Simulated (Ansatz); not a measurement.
MgS (rock salt)

```xyz
2
Lattice="0.0000 2.6015 2.6015 2.6015 0.0000 2.6015 2.6015 2.6015 0.0000" Properties=species:S:1:pos:R:3 pbc="T T T"
S      0.0000     0.0000     0.0000
Mg     2.6015     2.6015     2.6015
```

The numbers are results of r2SCAN (plane waves to 500 eV, PAW, scalar-relativistic; Ansatz, an electronic-structure program), not measurements. Harmonic phonons by density-functional perturbation theory on a 8×8×8 k mesh, in cm⁻¹; i marks imaginary ones, q is in fractions of the reciprocal vectors of the cell shown, and the three acoustic modes at Γ are left out. The non-analytic (LO-TO) term is not included, so polar modes at Γ have their transverse values. MgS was relaxed with its symmetry unable to fall.

Question: Is the structure dynamically stable at Γ, L = (0.5, 0.0, 0.0), X = (0.5, 0.5, 0.0)?

Answer: No imaginary mode at these points (lowest 136 cm⁻¹ at X = (0.5, 0.5, 0.0)); other wave vectors were not tested.

Question: Predict the phonon wavenumbers at Γ, L = (0.5, 0.0, 0.0), X = (0.5, 0.5, 0.0).

Answer: 
| q | wavenumbers (cm⁻¹) |
|---|---|
| Γ | 237 (×3) |
| L = (0.5, 0.0, 0.0) | 182 (×2), 201 (×2), 305, 368 |
| X = (0.5, 0.5, 0.0) | 136 (×2), 197, 265 (×2), 306 |
